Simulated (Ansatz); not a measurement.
**Cd3Fe: which magnetic state is lowest?**

These are results of Ansatz, DFT PBE, scalar-relativistic, plane waves, PAW, not measurements.

```
Cd Fe
1.0
     0.00000    3.36205    3.36205
     3.36205    0.00000    3.36205
     3.36205    3.36205    0.00000
Cd Fe
3 1
Direct
  0.25000 0.25000 0.25000
  0.75000 0.75000 0.75000
  0.50000 0.50000 0.50000
  0.00000 0.00000 0.00000
```

| Item | Value |
| --- | --- |
| plane-wave cutoff | 420 eV |
| Γ-centred k-mesh | 12×12×12 |
| occupation rule | Gaussian smearing, 0.1 eV |
| list of starting moments (μB, in atom order) | 0 0 0 3 |
| check for lower electronic states after the SCF | off |

Each order was relaxed in cell and atoms. Site moments are spin moments in atom-centred spheres that scale with the neighbour distance. The states are those that the runs reached from these starts; a lower one can exist. No antiferromagnetic start is among these.

Q: Order the starts by the energy of the state that they reach, lowest first.
A. no spin
B. ferromagnetic

A: B (0.00 meV/atom), A (164 meV/atom).

| start | ends | energy above lowest (meV/atom) | site moments (μB) | gap on mesh (eV) | volume (Å³/atom) |
| --- | --- | --- | --- | --- | --- |
| no spin | non-magnetic | 164 | none over 0.05 | metal | 18.09 |
| ferromagnetic | ferromagnetic | 0.00 | Fe +2.70 | metal | 19.00 |

Cost: 2 runs of about 2.1 core-minutes in all, on Arm Neoverse V2 (shared hosts).